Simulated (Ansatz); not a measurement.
# Ni: converged, but where?

Ni is taken as a measured crystal structure (space group Fm-3m, primitive cell doubled), 2 atoms in the cell. Source: COD entry 2102266, which need not be the ambient phase.

Computed with DFT, PBE, PAW, plane waves, scalar-relativistic (Ansatz development build ahead of 0.2.0).

```yaml
crystal:
  lattice:
    - [0.0, -1.77105, -1.77105]
    - [-3.5421, -1.77105, -1.77105]
    - [0.0, 1.77105, -1.77105]
  atoms:
    - { symbol: Ni, position: [0.0, 0.0, 0.0] }
    - { symbol: Ni, position: [0.0, 0.5, 0.5] }
hamiltonian:
  xc: pbe
  pseudopotentials: { kind: paw }
basis:
  ecutwfc: 420
kpoints:
  mp_grid: { grid: [12, 7, 10] }
scf:
  occupations: { method: fermi_dirac, width: 0.1 }
  lower_state_search: "off"
output:
  forces: true
  stress: true
magnetization:
  spin_polarized: true
```

Wall time and machine: 5.3 s on 2 threads of Intel(R) Xeon(R) 6975P-C, with other jobs on the host, peak memory 0.49 GiB.

The end of the output:

```
SCF converged after 11 iterations
Magnetization: 1.2945 μB (18.6473 up, 17.3527 down)
Absolute magnetization: 1.4773 μB (∫|ρ↑−ρ↓|, with the PAW one-centre terms)
Spin contamination: 0.0145 ħ² per cell (⟨S²⟩ above its minimum at these occupations)
Per-site moments (μB) at R_I (Å): [(0.6859, 1.0331), (0.6859, 1.0331)]
Free energy (F): -11679.492999 eV
Harris-Foulkes:  -11679.492999 eV  (|F-HF|=1.29e-10)
Internal energy: -11679.384829 eV  (E = F + TS)
E sigma→0 (E₀):  -11679.438914 eV
Entropy (-TS):   -0.108170 eV (-54.085 meV/atom)
Fermi energy:    17.705255 eV
--- Forces (eV/Å), atoms counted from 1 ---
  atom   1  Ni     0.00000000    -0.00000000     0.00000000
  atom   2  Ni     0.00000000    -0.00000000     0.00000000
--- Stress (GPa, compression-positive) ---
       -3.403640      -0.019892      -0.019892
       -0.019893      -3.321897       0.066439
       -0.019893       0.066439      -3.321897
  P = ⅓ Tr σ = -3.3491 GPa (-33.491 kbar)
```

The mesh is too coarse to rank close states of a metal with certainty: differences of some tens of meV/atom may change, at times in sign. The mesh has less symmetry than the lattice, which lowers the symmetry of the run.

A small moment in a metal is sensitive to the mesh and the smearing.

No moments are typed, so the program seeds parallel moments of its own.

Site moments are taken inside atomic spheres and don't add up to the total.

The run converged. Is this the lowest state of the cell, and if not, what lies lower and how is it reached?

As far as the runs go, yes: it is the lowest of 2 states reached by 13 converged runs, and the next lies 36.9 meV/atom higher (non-magnetic, no gap on the k-mesh). That doesn't prove a ground state. This multiple of the primitive cell fits some opposed orders; other multiples fit others. Orders that need a larger cell or non-collinear spins weren't tried.
